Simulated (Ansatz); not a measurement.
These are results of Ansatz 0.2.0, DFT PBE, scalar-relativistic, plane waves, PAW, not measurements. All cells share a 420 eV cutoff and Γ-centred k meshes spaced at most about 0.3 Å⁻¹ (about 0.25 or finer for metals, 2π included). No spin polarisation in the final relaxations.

All energies are static (0 K, no zero-point motion).

Compare these two cells of Zn4S, each relaxed at this level.

A.

```
Zn S
1.0
    -2.89990    2.89990    2.89990
     2.89990   -2.89990    2.89990
     2.89990    2.89990   -2.89990
Zn S
4 1
Direct
  0.50000 0.50000 0.50000
  0.00000 0.00000 0.50000
  0.00000 0.50000 0.00000
  0.50000 0.00000 0.00000
  0.00000 0.00000 0.00000
```

B.

```
Zn S
1.0
     5.36328    0.00000    0.00000
     0.00000    5.36328    0.00000
     0.00000    0.00000    3.39256
Zn S
4 1
Direct
  0.73508 0.73508 0.00000
  0.26492 0.26492 0.00000
  0.26492 0.73508 0.00000
  0.73508 0.26492 0.00000
  0.00000 0.00000 0.50000
```

Question: Which would you expect to be lower, and how large is the difference?

Answer: B is lower, by 245 meV/atom. A has space group Im-3m (No. 229), 19.5 Å³/atom and no gap on its mesh; B has space group P4/mmm (No. 123), 19.5 Å³/atom and no gap. Even the lower one lies +0.08 eV/atom against the reference forms of the elements (uncorrected), so neither is stable at this level. In A, around Zn lie 2 S at 2.51 Å and 6 Zn at 2.90 Å; S is surrounded by 8 Zn at 2.51 Å. In B, around Zn lie 2 Zn at 2.52 Å, 2 S at 2.63 Å and 2 Zn at 2.84 Å; S is surrounded by 8 Zn at 2.63 Å and 2 S at 3.39 Å. Both come from invented guesses. A third cell relaxed alike, in P-43m, lies 63 meV/atom below the lower of the two.

Cells relaxed within their symmetry can be saddle points.
